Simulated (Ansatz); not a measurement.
## Mg2Sc3CrS8: field gradients at two levels of theory

Cell: a computed structure from the Materials Project (it need not be an observed phase), taken as it stands.

```cif
data_Mg2Sc3CrS8
_symmetry_space_group_name_H-M 'R-3m:H'
_symmetry_Int_Tables_number 166
_cell_length_a 7.4915
_cell_length_b 7.4915
_cell_length_c 18.2246
_cell_angle_alpha 90.000
_cell_angle_beta 90.000
_cell_angle_gamma 120.000
loop_
_atom_site_label
_atom_site_type_symbol
_atom_site_symmetry_multiplicity
_atom_site_Wyckoff_symbol
_atom_site_fract_x
_atom_site_fract_y
_atom_site_fract_z
Mg Mg 6 c 0.0000 0.0000 0.1254
Sc Sc 9 e 0.6667 0.8333 0.3333
Cr Cr 3 b 0.0000 0.0000 0.5000
S7 S 18 h 0.3040 0.1520 0.4183
S9 S 6 c 0.0000 0.0000 0.7422
```

One atom of each set is listed; the run and its k-mesh use a cell of 14 atoms with edges of 7.46, 7.46, 7.46 Å.

First run. All values are calculated (Ansatz; DFT, PBE, plane waves and PAW, scalar-relativistic, collinear spin, 420 eV cutoff, Γ-centred 5×5×5 k-points, Fermi–Dirac smearing 0.02 eV), not measured. Start moments as typed (μB): 3 on each Cr, none on the rest.

```json
{"site": "Mg", "V_zz (10²¹ V/m²)": "0.11", "η": "0.00", "m (μB)": "0.00"}
{"site": "Sc", "V_zz (10²¹ V/m²)": "0.83", "η": "0.35", "m (μB)": "0.01"}
{"site": "Cr", "V_zz (10²¹ V/m²)": "0.71", "η": "0.00", "m (μB)": "2.71"}
{"site": "S7", "V_zz (10²¹ V/m²)": "5.09", "η": "0.47", "m (μB)": "-0.02"}
{"site": "S9", "V_zz (10²¹ V/m²)": "1.55", "η": "0.00", "m (μB)": "0.00"}
```

Second run. The same atoms and settings, except that the functional is r2SCAN and the cutoff is 500 eV.

(1) What does the second run give?

Results:

(1) 

```csv
site,V_zz,η,change of V_zz,m (μB)
Mg,0.097,0.00,-0.02,0.00
Sc,0.85,0.22,+0.02,0.01
Cr,0.56,0.00,-0.15,2.80
S7,4.78,0.44,-0.31,-0.02
S9,1.29,0.00,-0.26,0.00
```

The largest change of V_zz is on S7, from 5.09 to 4.78. In per cent, |V_zz| changes by +2 on Sc, -21 on Cr, -17 to -6 on S (all sites that start above 0.5).

All moments are parallel here, as the start or the cell imposes; many such compounds order antiparallel, where fields and spin densities carried over to other atoms largely cancel. The magnetic order is the one that the run reached from its start moments, not necessarily the measured one.
For the second run: The program didn't check the stability of this electronic state in full, so a lower one may lie near.
